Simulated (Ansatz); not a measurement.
C:
Space group P6₃/mmc (No. 194); a = 2.456 Å, b = 2.456 Å, c = 7.079 Å, α = 90.00°, β = 90.00°, γ = 120.00°

```tsv
atom	site	symmetry	x	y	z
C	2b	-6m2	0.0000	0.0000	0.2500
C	2c	-6m2	0.3333	0.6667	0.2500
```

Relaxed with r²SCAN.

Which orbitals make up the states near the Fermi level in DFT-r²SCAN in the program Ansatz with PAW potentials?

Within 0.5 eV of the Fermi level: C 2p 99 %. Projections are on Löwdin-orthogonalised atomic valence shells; empty p or d shells of many metals are not among them.

Tabulate the density of states.

States/eV per cell of 4 atoms, in 0.25 eV bins, energy from the Fermi level.

| E (eV) | total | C 2p | C 2s |
|---|---|---|---|
| -7.85 | 1.23 | 1.12 | 0.09 |
| -7.60 | 1.40 | 1.30 | 0.09 |
| -7.35 | 1.57 | 1.47 | 0.09 |
| -7.10 | 1.64 | 1.57 | 0.06 |
| -6.85 | 2.22 | 2.14 | 0.06 |
| -6.60 | 1.75 | 1.68 | 0.06 |
| -6.35 | 1.40 | 1.35 | 0.04 |
| -6.10 | 1.40 | 1.35 | 0.04 |
| -5.85 | 1.28 | 1.24 | 0.04 |
| -5.60 | 1.27 | 1.23 | 0.03 |
| -5.35 | 1.24 | 1.21 | 0.03 |
| -5.10 | 1.16 | 1.14 | 0.02 |
| -4.85 | 1.13 | 1.11 | 0.02 |
| -4.60 | 1.10 | 1.08 | 0.01 |
| -4.35 | 1.08 | 1.07 | 0.01 |
| -4.10 | 1.06 | 1.05 | 0.01 |
| -3.85 | 1.04 | 1.04 | 0.01 |
| -3.60 | 1.05 | 1.04 | 0.00 |
| -3.35 | 0.98 | 0.98 | 0.00 |
| -3.10 | 0.71 | 0.70 | 0.00 |
| -2.85 | 0.84 | 0.84 | 0.00 |
| -2.60 | 0.86 | 0.86 | 0.00 |
| -2.35 | 0.86 | 0.86 | 0.00 |
| -2.10 | 0.60 | 0.59 | 0.00 |
| -1.85 | 0.46 | 0.46 | 0.00 |
| -1.60 | 0.37 | 0.37 | 0.00 |
| -1.35 | 0.29 | 0.29 | 0.00 |
| -1.10 | 0.23 | 0.23 | 0.00 |
| -0.85 | 0.17 | 0.17 | 0.00 |
| -0.60 | 0.12 | 0.12 | 0.00 |
| -0.35 | 0.07 | 0.07 | 0.00 |
| -0.10 | 0.01 | 0.01 | 0.00 |
| 0.15 | 0.02 | 0.02 | 0.00 |
| 0.40 | 0.07 | 0.07 | 0.00 |
| 0.65 | 0.13 | 0.13 | 0.00 |
| 0.90 | 0.21 | 0.20 | 0.00 |
| 1.15 | 0.30 | 0.29 | 0.00 |
| 1.40 | 0.43 | 0.42 | 0.00 |
| 1.65 | 0.92 | 0.89 | 0.00 |
| 1.90 | 0.87 | 0.83 | 0.00 |
| 2.15 | 0.82 | 0.79 | 0.00 |
| 2.40 | 0.67 | 0.64 | 0.00 |
| 2.65 | 0.58 | 0.56 | 0.00 |
| 2.90 | 0.53 | 0.51 | 0.00 |
| 3.15 | 0.50 | 0.48 | 0.00 |
| 3.40 | 0.47 | 0.45 | 0.00 |
| 3.65 | 0.45 | 0.43 | 0.00 |
| 3.90 | 0.43 | 0.41 | 0.00 |
| 4.15 | 0.47 | 0.39 | 0.00 |
| 4.40 | 0.49 | 0.38 | 0.00 |
| 4.65 | 0.50 | 0.37 | 0.00 |

Space group P6_3/mmc (graphite). The r²SCAN relaxation kept the symmetry of its start. A crystal of weakly bound layers computed without a dispersion correction: the cell and the soft elastic constants depend strongly on that.

Potentials: the later of the program's two PAW sets.
